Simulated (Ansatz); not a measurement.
ScPt₃ (Cu3Au type)

```yaml
crystal:
  lattice:
    - [7.84478, 0.00000, 0.00000]
    - [3.92239, 3.92239, 0.00000]
    - [0.00000, 0.00000, 3.92239]
  atoms:
    - { symbol: Sc, position: [0.00000, 0.00000, 0.00000] }
    - { symbol: Sc, position: [0.50000, 0.00000, 0.00000] }
    - { symbol: Pt, position: [0.00000, 0.50000, 0.00000] }
    - { symbol: Pt, position: [0.50000, 0.50000, 0.00000] }
    - { symbol: Pt, position: [0.75000, 0.50000, 0.50000] }
    - { symbol: Pt, position: [0.25000, 0.50000, 0.50000] }
    - { symbol: Pt, position: [0.25000, 0.00000, 0.50000] }
    - { symbol: Pt, position: [0.75000, 0.00000, 0.50000] }
```

The atoms are displaced by Q × the pattern below (from a DFPT mode at M = (0.5, 0.5, 0.0), largest move 1; Q in Å), at fixed cell. (q is in reciprocal vectors of the primitive cell; the cell shown is doubled to hold the pattern.)

```tsv
atom	x	y	z
Pt3	0.000	0.000	-1.000
Pt4	0.000	0.000	1.000
```

Atoms not listed stay in place.

These are LDA (plane waves to 420 eV, PAW, scalar-relativistic; Ansatz, an electronic-structure program) values and carry that method's errors. k mesh 12×12×12 (Γ-centred), Fermi-Dirac smearing 0.05 eV. The energy includes the smearing's −TS. With partly filled bands, energies and forces of such displacements shift with the k mesh and the smearing. ScPt3 is run without spin polarisation. ScPt3 was relaxed with its symmetry unable to fall. Spin-orbit coupling is left out, though Pt is heavy. The zero of ΔE is the undisplaced structure. The last digit holds for this mesh only.

```json
[
 {"Q (Å)": "-0.180", "ΔE (meV/cell)": "456.2"},
 {"Q (Å)": "-0.150", "ΔE (meV/cell)": "316.6"},
 {"Q (Å)": "-0.120", "ΔE (meV/cell)": "withheld"},
 {"Q (Å)": "-0.090", "ΔE (meV/cell)": "113.9"},
 {"Q (Å)": "-0.060", "ΔE (meV/cell)": "50.6"},
 {"Q (Å)": "-0.030", "ΔE (meV/cell)": "12.6"},
 {"Q (Å)": "0.000", "ΔE (meV/cell)": "0.0"},
 {"Q (Å)": "0.030", "ΔE (meV/cell)": "12.6"},
 {"Q (Å)": "0.060", "ΔE (meV/cell)": "50.6"},
 {"Q (Å)": "0.090", "ΔE (meV/cell)": "113.9"},
 {"Q (Å)": "0.120", "ΔE (meV/cell)": "withheld"},
 {"Q (Å)": "0.150", "ΔE (meV/cell)": "316.6"},
 {"Q (Å)": "0.180", "ΔE (meV/cell)": "456.2"}
]
```

Fit an even polynomial form (powers 2, 4) to the given rows and predict ΔE at Q = 0.120.

Least squares on the 11 given rows: ΔE = (14050)·Q² + (857.0)·Q⁴, in meV/cell with Q in Å; root-mean-square residual 0.05 meV/cell. At 0.120 the fit gives 202.5 meV/cell; the calculation gives 202.5 meV/cell, the same to the digits shown. The quadratic term alone would give 202.3 meV/cell.

(A displaced cell: forces are minus the slopes of the energy, force constants its curvatures, and phonons follow from these.)
